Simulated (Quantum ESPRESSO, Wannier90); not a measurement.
**Tight-binding from DFT: PbS (Cmcm)**

```
begin unit_cell_cart
ang
    4.1599100000    0.0000000000    0.0000000000
    0.0000000000    0.0000000000   -4.2793200000
   -2.0799550000    5.9912950000    0.0000000000
end unit_cell_cart
begin atoms_frac
Pb   0.1305600000  0.2500000000  0.2611200000
Pb  -0.1305600000 -0.2500000000 -0.2611200000
S    0.3548000000  0.2500000000 -0.2904000000
S   -0.3548000000 -0.2500000000  0.2904000000
end atoms_frac
```

Structure: Materials Project mp-1018115, symmetrised, not relaxed again. Not found in the COD (Crystallography Open Database) copy used, which has the formula in other groups; not checked further. Computed values, not measurements, from PBEsol: Quantum ESPRESSO (norm-conserving PseudoDojo potentials, cutoff 50 Ry, no spin polarisation, no spin-orbit coupling) on a Γ-centred 8×8×8 mesh, then Wannier90. Density: 8×8×8 mesh, cold smearing 0.01 Ry. Spin-orbit coupling is left out although heavy elements are present.

A tight-binding model is made by disentanglement and projection with no localisation steps (num_iter = 0), so the 16 orbitals stay atom-like: hydrogen-like Pb: s;p; S: s;p, axes along x, y, z; frozen window up to 2.52 eV relative to the valence-band maximum. It follows pw.x to 1.1 meV rms for states up to 2.0 eV relative to the valence-band maximum. Matrix elements depend on this choice of orbitals and windows.

Q: What are the on-site energies relative to the valence-band maximum, and how fast do the hoppings decay?

A: 
```json
[
 {"atom": "Pb1", "orbitals": "s", "energy (eV)": "-6.42"},
 {"atom": "Pb1", "orbitals": "pz", "energy (eV)": "2.59"},
 {"atom": "Pb1", "orbitals": "px", "energy (eV)": "2.52"},
 {"atom": "Pb1", "orbitals": "py", "energy (eV)": "2.48"},
 {"atom": "Pb2", "orbitals": "s", "energy (eV)": "-6.42"},
 {"atom": "Pb2", "orbitals": "pz", "energy (eV)": "2.59"},
 {"atom": "Pb2", "orbitals": "px", "energy (eV)": "2.52"},
 {"atom": "Pb2", "orbitals": "py", "energy (eV)": "2.48"},
 {"atom": "S3", "orbitals": "s", "energy (eV)": "-10.91"},
 {"atom": "S3", "orbitals": "pz px py", "energy (eV)": "-1.00"},
 {"atom": "S4", "orbitals": "s", "energy (eV)": "-10.91"},
 {"atom": "S4", "orbitals": "pz px py", "energy (eV)": "-1.00"}
]
```

```json
[
 {"distance of the centres (Å)": "2–3", "largest modulus (eV)": "2.3"},
 {"distance of the centres (Å)": "3–4", "largest modulus (eV)": "0.87"},
 {"distance of the centres (Å)": "4–5", "largest modulus (eV)": "0.45"},
 {"distance of the centres (Å)": "5–6", "largest modulus (eV)": "0.21"},
 {"distance of the centres (Å)": "6–7", "largest modulus (eV)": "0.12"},
 {"distance of the centres (Å)": "7–8", "largest modulus (eV)": "0.022"},
 {"distance of the centres (Å)": "8–9", "largest modulus (eV)": "0.029"},
 {"distance of the centres (Å)": "9–10", "largest modulus (eV)": "0.027"},
 {"distance of the centres (Å)": "10–11", "largest modulus (eV)": "0.0048"},
 {"distance of the centres (Å)": "11–12", "largest modulus (eV)": "0.012"},
 {"distance of the centres (Å)": "12–13", "largest modulus (eV)": "0.0041"}
]
```
